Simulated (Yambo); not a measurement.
**Optical response of RbLuO$_{2}$ at -3 % isotropic strain**

```
RbLuO2
1.0
    1.64025     0.94700     6.23260
   -1.64025     0.94700     6.23260
    0.00000    -1.89400     6.23260
O Rb Lu
2 1 1
Direct
  0.77294   0.77294   0.77294
  0.22706   0.22706   0.22706
  0.00000   0.00000   0.00000
  0.50000   0.50000   0.50000
```

Yambo, RPA with local fields on PBEsol bands; 6×6×6 mesh, 59 bands, 4 Ry local-field block, 0.2 eV broadening; field along x.

```csv
E (eV),Im ε,Re ε,"Im ε, independent particles"
0.0,0.00,4.20,0.00
0.5,0.01,4.21,0.01
1.0,0.02,4.25,0.03
1.5,0.04,4.33,0.04
2.0,0.06,4.45,0.07
2.5,0.10,4.64,0.11
3.0,0.19,4.96,0.22
3.5,0.68,5.36,0.77
4.0,1.30,5.48,1.45
4.5,1.43,4.93,1.61
5.0,2.17,5.86,2.55
5.5,2.89,4.73,3.23
6.0,2.60,4.22,3.01
6.5,3.22,4.20,3.74
7.0,2.60,3.74,2.92
7.5,2.97,3.62,3.23
8.0,2.85,3.81,3.23
8.5,3.48,3.55,3.90
9.0,3.63,2.79,3.91
9.5,3.46,3.02,3.82
10.0,4.19,2.41,4.76
10.5,4.39,1.52,4.98
11.0,3.70,0.91,4.49
11.5,3.21,0.86,3.80
12.0,2.86,0.89,3.44
12.5,3.03,0.97,3.60
13.0,2.76,0.40,3.29
13.5,2.27,0.72,2.82
14.0,2.76,0.42,3.36
14.5,2.27,0.17,2.75
15.0,1.88,0.24,2.45
15.5,1.78,0.28,2.40
16.0,1.50,0.39,2.07
16.5,1.81,0.53,2.64
17.0,1.53,0.32,2.19
17.5,1.60,0.25,2.40
18.0,1.18,0.28,1.91
18.5,1.16,0.45,1.91
19.0,1.07,0.54,1.70
19.5,1.07,0.42,1.39
20.0,1.06,0.63,1.72
```

Structure narrower than a few tenths of an eV can come from the finite k mesh. Convergence of the RPA response with its 6×6×6 mesh was not tested. No excitonic effects at this level.

The 4f states are in the valence at their DFT position.

Geometry strained from the cell relaxed with PBEsol, atoms relaxed again.
